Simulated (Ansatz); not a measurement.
## Calculation log, PbO (P4/nmm) (elastic constants by finite strains)

Computed with PBEsol, PAW on Ansatz 0.2.0's default frozen-core files (fitted under PBE), scalar-relativistic; not a measurement.

The cell comes from a PAW relaxation under the same functional.

Command:

```sh
ansatz run input.yaml --threads 2 --pin off --max-ram 5120MiB --backend cpu --events-out ev --progress --plain --runs-dir out
```

Input file:

```yaml
crystal:
  lattice:
    - [3.98747826575, 0.0, 0.0]
    - [0.0, 3.98747826575, 0.0]
    - [0.0, 0.0, 5.07977807395]
  atoms:
    - { symbol: Pb, position: [0.0, 0.5, 0.233169084168] }
    - { symbol: Pb, position: [0.5, 0.0, 0.766830915832] }
    - { symbol: O, position: [0.0, 0.0, 0.0] }
    - { symbol: O, position: [0.5, 0.5, 0.0] }
kpoints:
  mp_grid: { grid: [6, 6, 4] }
scf:
  occupations: { method: fixed }
hamiltonian:
  xc: pbesol
  pseudopotentials: { kind: paw }
elastic:
  mode: relaxed_ion
  stencil: two_point
  amplitude: 0.008
```

The program printed:

```
Warning: RAYON_NUM_THREADS=2 ignored (pool sized by the plan → 2); use --threads N
Engine: ansatz 0.2.0, x86_64-unknown-linux-gnu
Pseudopotentials: kind: paw
Pseudopotential: Pb, paw, valence charge 14, recommended cutoff 420 eV (normal), Pb.paw.azcp
Pseudopotential: O, paw, valence charge 6, recommended cutoff 420 eV (normal), O.paw.azcp
Functional definition: PBEsol
  exchange = pbesol_x
  correlation = pbesol_c
Crystal: 4 atoms, lattice volume = 80.768 Å³
Basis set: ecut = 420 eV, 1577 PW (Γ), exchange–correlation on 54×54×72 points (8 copies of the dense FFT grid, shifted against one another)
Bands: 24, of which v1, the nominal top of the filled ones, is band 20 counted from 1 (19 counted from 0)
Symmetry: 16 space group operations
Space group: P4/nmm (ITA 129), of the structure as read, at distance tolerance 4.3e-5 Å
k-points: 30 of 144
Non-local potential: Pb, projectors of the file, l = 0: 2, l = 1: 2, l = 2: 2, l = 3: 2
Non-local potential: O, projectors of the file, l = 0: 2, l = 1: 2, l = 2: 1
PAW form: soft (Blöchl's): semilocal exchange-correlation on the pseudo side does not see the compensation charge
PAW frozen core: Pb, regenerated for the run's functional, and the local potential with it (the file was generated under x = pbe(κ = 0.804, μ = 0.2195149727645171), c = pbe(β = 0.06672455060314922))
PAW frozen core: O, regenerated for the run's functional, and the local potential with it (the file was generated under x = pbe(κ = 0.804, μ = 0.2195149727645171), c = pbe(β = 0.06672455060314922))
PAW one-centre angular grid: Pb, 590 points (default); XC on 64 Gauss nodes
PAW one-centre angular grid: O, 110 points (default); XC on 64 Gauss nodes
Initial density: superposition of atomic densities (neutral atoms: chi_scale 0, normalization atom), corrected by the library's trained network
Initial wavefunctions: pseudopotential atomic-orbital guess
Functional: x = pbesol(κ = 0.804, μ = 0.12345679012345678), c = pbesol(β = 0.046)
SCF iter   1: F=—  HF=-24630.934881 eV  |F-HF|=—  |Δ(HF+E_count)|=         —  Δρ=1.30e-2  dr2=1.35e-1  ethr=1.77e-3  ⟨swp⟩=5.0  Hψ=2716  notcnv=0  defer=56
preconditioner: auto → Resta (q_TF=auto, 2.427 Å⁻¹)  ε∞=4.0  [insulator: Δε(μ)=1.098 eV  Ē_g=15.181 eV  n_scr=18 (ndim 8)  ℏωp=26.1 eV  f_vac=0.041  ε∞_Penn≈4.0]
SCF iter   2: F=—  HF=-24630.914344 eV  |F-HF|=—  |Δ(HF+E_count)|=   2.05e-2  Δρ=5.76e-3  dr2=2.35e-2  ethr=3.36e-4  ⟨swp⟩=2.1  Hψ=1203  notcnv=0  defer=59
SCF iter   3: F=—  HF=-24630.909561 eV  |F-HF|=—  |Δ(HF+E_count)|=   4.78e-3  Δρ=9.12e-4  dr2=5.34e-4  ethr=5.86e-5  ⟨swp⟩=2.0  Hψ=966  notcnv=0  defer=58
SCF iter   4: F=—  HF=-24630.909558 eV  |F-HF|=—  |Δ(HF+E_count)|=   3.28e-6  Δρ=2.39e-4  dr2=5.20e-5  ethr=1.33e-6  ⟨swp⟩=2.0  Hψ=1322  notcnv=0  defer=58
SCF iter   5: F=—  HF=-24630.909541 eV  |F-HF|=—  |Δ(HF+E_count)|=   1.70e-5  Δρ=5.61e-5  dr2=3.55e-6  ethr=1.30e-7  ⟨swp⟩=2.0  Hψ=941  notcnv=0  defer=55
SCF iter   6: F=—  HF=-24630.909541 eV  |F-HF|=—  |Δ(HF+E_count)|=   6.24e-8  Δρ=2.15e-5  dr2=5.65e-7  ethr=8.88e-9  ⟨swp⟩=2.4  Hψ=1012  notcnv=0  defer=41
[... 133 lines left out ...]
  E_nonlocal   = 802.941231
  E_hartree    = 1263.014103
  E_xc         = -582.738427
  E_vxc        = -451.249511  (∫ρ·V_xc dr)
  E_paw        = -20817.567420  (= ΣΔE_a)
  E_vpaw       = -744.347371  (= ΣTr[D̂ρ^β])
  E_aug_tail   = 0.004821  (compensation charges beyond the density's cutoff)
  E_ewald      = -3046.712711
  E_core_change = 0.194809  (= ΣΔE_core)
  E_smearing   = -0.000000  (= −TS)
  E_closure    = 0.000000  (closes the sum)
  Σ components = -24630.909541   (vs F -24630.909541, Δ=0.00e0)
--- Forces (eV/Å), atoms counted from 1 ---
  atom   1  Pb     0.00000000     0.00000000     0.00000001
  atom   2  Pb     0.00000000     0.00000000    -0.00000001
  atom   3  O      0.00000000     0.00000000     0.00000000
  atom   4  O      0.00000000     0.00000000     0.00000000
  max |Σ_I F_I| component: 5.55e-17 eV/Å
--- Stress (GPa, compression-positive) ---
        0.012571       0.000000       0.000000
        0.000000       0.012571       0.000000
        0.000000       0.000000       0.031783
  P = ⅓ Tr σ = 0.0190 GPa (0.190 kbar)
--- Elastic constants: 4 strain directions × 2 members + reference (group order 16) ---
  dense FFT box of the reference and of every strained cell: 27×27×36
  strains applied: 11, 33, 23, 12; error gains: componentwise 1.00 (the most a stress slope's error grows in a printed constant), spectral 1.41 (1 for all six strains in a standard setting)
  reference relaxed by the batch: 3 steps; max|allowed force component| 4.46e-4 eV/Å at the deck's positions, 1.76e-8 at the last accepted step, 1.14e-8 by the solve of record
  largest displacement 2.7e-5 Å; the constants are those of the deck's cell at these positions:
  atoms:
    - { symbol: Pb, position: [-5.393735612619781e-52, 0.5, 0.2331744962803957] }
    - { symbol: Pb, position: [0.5, -1.570990955131975e-53, 0.7668255037196043] }
    - { symbol: O, position: [3.822744657487806e-52, 6.807627472238558e-53, -8.886014785381379e-37] }
    - { symbol: O, position: [0.5, 0.5, -6.812611335459057e-36] }
  C = ∂σ_k/∂η_j (tension-positive GPa; Voigt order 11 22 33 23 13 12):
        68.091     65.127     12.892      0.000      0.000     -0.000
        65.127     68.091     12.892      0.000      0.000     -0.000
        12.902     12.902     17.726      0.000      0.000     -0.000
         0.000      0.000      0.000     14.146      0.000      0.000
         0.000      0.000      0.000      0.000     14.146      0.000
        -0.000     -0.000     -0.000      0.000      0.000     57.942
  reference stress σ⁰ (GPa):     -0.013     -0.013     -0.032     -0.000     -0.000     -0.000
  C* (energy form; C + prestress term) asymmetry max|C*_kj − C*_jk| = 9.636e-3 GPa — a small one proves nothing (zero by symmetry where the batch's group is 432, −43m or m−3m); a large one is finite-difference/SCF noise where ...
  moduli (Voigt/Reuss/Hill, GPa): K = 37.31/17.33/27.32   G = 21.45/5.30/13.37   E = 34.49   ν = 0.290
  mechanically stable: yes (min eigenvalue of sym C = 2.96 GPa)
  the stresses are not corrected for the forces that the relaxations left standing (`elastic.f_tol`)
  strain η (Voigt 11):  stress-route row diagonal C_11 = 68.09 GPa, energy-path curvature d²(F+E_count+ΔE)/dδ²/Ω₀ = 67.84 GPa
         δ    σ_11 (GPa)             F (eV)   n_scf  n_hpsi   n_pw
    -8.000e-3      -0.5682      -24630.9084034       5   16730   1584   relax 5 steps, max|allowed force component| 2.48e-5 eV/Å
     8.000e-3       0.5213      -24630.9084970       7   18168   1610   relax 4 steps, max|allowed force component| 3.74e-7 eV/Å
  strain η (Voigt 33):  stress-route row diagonal C_33 = 17.73 GPa, energy-path curvature d²(F+E_count+ΔE)/dδ²/Ω₀ = 17.27 GPa
         δ    σ_33 (GPa)             F (eV)   n_scf  n_hpsi   n_pw
    -8.000e-3      -0.1795      -24630.9090735       7   11205   1577   relax 3 steps, max|allowed force component| 2.46e-6 eV/Å
     8.000e-3       0.1041      -24630.9092846       7   10851   1610   relax 3 steps, max|allowed force component| 3.71e-6 eV/Å
  strain η (Voigt 23):  stress-route row diagonal C_44 = 14.15 GPa, energy-path curvature d²(F+E_count+ΔE)/dδ²/Ω₀ = 14.29 GPa
         δ    σ_23 (GPa)             F (eV)   n_scf  n_hpsi   n_pw
    -8.000e-3      -0.1132      -24630.9092352       6   19785   1596   relax 6 steps, max|allowed force component| 6.06e-6 eV/Å
     8.000e-3       0.1132      -24630.9092352       8   22124   1596   relax 4 steps, max|allowed force component| 6.45e-6 eV/Å
  strain η (Voigt 12):  stress-route row diagonal C_66 = 57.94 GPa, energy-path curvature d²(F+E_count+ΔE)/dδ²/Ω₀ = 58.01 GPa
         δ    σ_12 (GPa)             F (eV)   n_scf  n_hpsi   n_pw
    -8.000e-3      -0.4635      -24630.9086301       6   13738   1593   relax 2 steps, max|allowed force component| 1.47e-7 eV/Å
     8.000e-3       0.4635      -24630.9086301       8   15393   1593   relax 3 steps, max|allowed force component| 8.78e-8 eV/Å
```

The calculation finished and met its thresholds.

### Strained cells

Elastic constants of a crystal by Kohn-Sham DFT: slopes of the stress over finite engineering strains of the given cell, Voigt indices, Cartesian axes as in the input; stress of each strained cell less that at rest, tension positive.

```csv
strain component,strain,stress xx (GPa),stress yy (GPa),stress zz (GPa),stress yz (GPa),stress xz (GPa),stress xy (GPa),relaxation steps
xx,-0.008,-0.5556,-0.5342,-0.1066,0,0,0,5
xx,0.008,0.5339,0.5079,0.0998,0,0,0,4
zz,-0.008,-0.1081,-0.1081,-0.1477,0,0,0,3
zz,0.008,0.0982,0.0982,0.1359,0,0,0,3
yz,-0.008,-0.003,-0.003,-0.0033,-0.1132,0,0,6
yz,0.008,-0.003,-0.0031,-0.0033,0.1132,0,0,4
xy,-0.008,-0.002,-0.002,-0.0005,0,0,-0.4635,2
xy,0.008,-0.002,-0.002,-0.0005,0,0,0.4635,3
```

**Elastic constants**

```
Pressure at rest         : 0.019 GPa
Least elastic eigenvalue : 2.96 GPa
Elastically stable       : yes
```

```
index  elastic (GPa)
   11          68.09
   12          65.13
   13           12.9
   33          17.73
   44          14.15
   66          57.94
```

Elastic moduli:

Hill averages of a grain aggregate, Debye temperature from the mean sound speed over directions.

```
Bulk modulus                     : 27.32 GPa
Shear modulus                    : 13.37 GPa
Young modulus                    : 34.49 GPa
Poisson ratio                    : 0.2896
Bulk over shear modulus          : 2.043
Elastic anisotropy index         : 16.39
Least young modulus              : 5.78 GPa
Largest young modulus            : 115.2 GPa
Longitudinal sound speed         : 2218 m/s
Transverse sound speed           : 1207 m/s
Elastic debye temperature        : 131.2 K
Linear compressibility (x, y, z) : 2.38, 2.38, 52.95 1/TPa
```

Limits of these numbers: frozen-core PAW files fitted under PBE, their cores solved anew for the functional of the run; no spin-orbit coupling on heavy atoms; no dispersion correction, so the spacing and stiffness between layers or molecules are poor.

It took 64 s on 2 threads of Intel(R) Xeon(R) Platinum 8488C (Sapphire Rapids), on a shared host, peak memory 0.49 GiB.
